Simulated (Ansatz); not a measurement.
**SnPd, a known structure type with other elements, at an estimated volume**

```
Pd Sn
1.0
     6.85199    0.00000    0.00000
     0.00000    6.32980    0.00000
     0.00000    0.00000    3.81080
Pd Sn
4 4
Direct
  0.16600 0.00500 0.25000
  0.83400 0.99500 0.75000
  0.66600 0.49500 0.75000
  0.33400 0.50500 0.25000
  0.57500 0.19000 0.25000
  0.42500 0.81000 0.75000
  0.07500 0.31000 0.75000
  0.92500 0.69000 0.25000
```

The numbers come from plane-wave PAW DFT (Ansatz): r2SCAN, spin-orbit coupling, 500 eV, 4×4×6 Γ-centred k points, fermi-dirac occupations (width 0.1 eV). Nothing was relaxed.

The state carries no moments; the state need not be the lowest.

Problem. Metal or insulator?

Solution. It is a metal, with about 1.4 states/eV a cell as the mean within 0.25 eV of the Fermi level, mostly Sn p (52 %), Pd d (28 %) and Sn s (16 %).

Problem. Is it stable against the elements?

Solution. -0.42 eV an atom against the elements' usual phases (free molecules for gases, crystals otherwise, with no correction for O₂ or N₂), so it is bound against them; other compounds may still compete. Relaxing would lower it.

Problem. Which atom feels the largest force, and which way?

Solution. The largest is on Pd1 (and as large on other atoms): 1.18 eV/Å, components (1.17, 0.15, 0.00). It makes 137° with the line to a nearest neighbour, Sn8 at 2.59 Å, pointing away from it.

Problem. Is the cell too large or too small?

Solution. The pressure is -5.1 GPa (compression positive), so with the atoms held at these fractions the cell would first shrink; the forces are large, so a full relaxation may end otherwise. The principal stresses -6.3, -5.6, -3.4 GPa differ, so its shape would change too.

Origin: a known structure type with other elements, at an estimated volume, so it need not be a known compound.
